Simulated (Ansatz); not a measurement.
The start is a relaxed Lu cell, doubled along one cell vector, shaken by Gaussian noise of σ = 0.08 Å a coordinate. A full variable-cell relaxation at zero pressure is run with r2SCAN (plane waves to 500 eV, PAW, scalar-relativistic; Ansatz, a first-principles code). First-step values are on the input's coarse k-mesh.

Ansatz input (later rounds restart from its end on a renewed k-mesh):
Ansatz 0.2 input:
```yaml
crystal:
  lattice:
    - [6.6164528495, 0, 0]
    - [-1.6541132124, 2.8650081253, 0]
    - [0, 0, 3.2262059124]
  atoms:
    - { symbol: Lu, position: [-0.0161509321, -0.010292111, 0.5106985443] }
    - { symbol: Lu, position: [0.477295191, -0.0159484605, 0.4876893761] }
basis: { ecutwfc: 500, ecutrho_ratio: 4, xc_grid: 4, fft_grid_basis: typed }
kpoints: { mp_grid: { grid: [6, 11, 10] } }
hamiltonian:
  xc: r2scan
  dispersion: none
  pseudopotentials: { kind: paw }
scf: { occupations: { method: fermi_dirac, width: 0.05 } }
relax: { f_tol: 0.01, max_steps: 100, cell: { stress_tol: 0.02 } }
output: { forces: true, stress: true }
```

Q: What is the largest force in the starting geometry, and on which atom (counted from 1)?

A: 0.17 eV/Å, on Lu1, Lu2 (atoms numbered as listed).

Q: By how much does the energy per atom fall from start to end?

A: 0.45 eV/atom.

Q: How does the volume per atom move from start to end?

A: -4.9 %, from 30.58 to 29.07 Å³/atom.

Q: Does it find its way back to the structure it was made from?

A: It does not go back: it reaches Fm-3m (No. 225), fcc (Cu type), 0.46 eV/atom below the parent.

Q: How do the shortest distances between atoms change?

A: The closest pairs of elements (up to four, under 3.6 Å), start → end: Lu–Lu 3.23 → 3.45 Å.

Q: What band gap does the relaxed structure have at this level?

A: No gap (metallic).

Q: Give the final cell and atomic positions.

A: 
```cif
data_Lu4
_chemical_formula_sum 'Lu4'
_space_group_name_H-M_alt 'Fm-3m'
_space_group_IT_number 225
_space_group_name_Hall '-F 4 2 3'
_cell_length_a 4.88073
_cell_length_b 4.88073
_cell_length_c 4.88073
_cell_angle_alpha 90.000
_cell_angle_beta 90.000
_cell_angle_gamma 90.000
loop_
_atom_site_label
_atom_site_type_symbol
_atom_site_symmetry_multiplicity
_atom_site_Wyckoff_symbol
_atom_site_fract_x
_atom_site_fract_y
_atom_site_fract_z
_atom_site_occupancy
Lu1 Lu 4 a 0.00000 0.00000 0.00000 1
```
(The calculation used a cell of 1 atom; values per cell refer to that cell.)

Final values are on a 16×16×16 k-mesh of the relaxed cell. No spin polarisation in the result.

The run could not lose the symmetry of its start, so the end can be a saddle point.

The relaxed structure here is a generated cell of Lu: the first start was made by a random draw of sites in a space group, and the end was not matched to a known phase here, so it may be hypothetical. Known forms of Lu include space group No. 194.
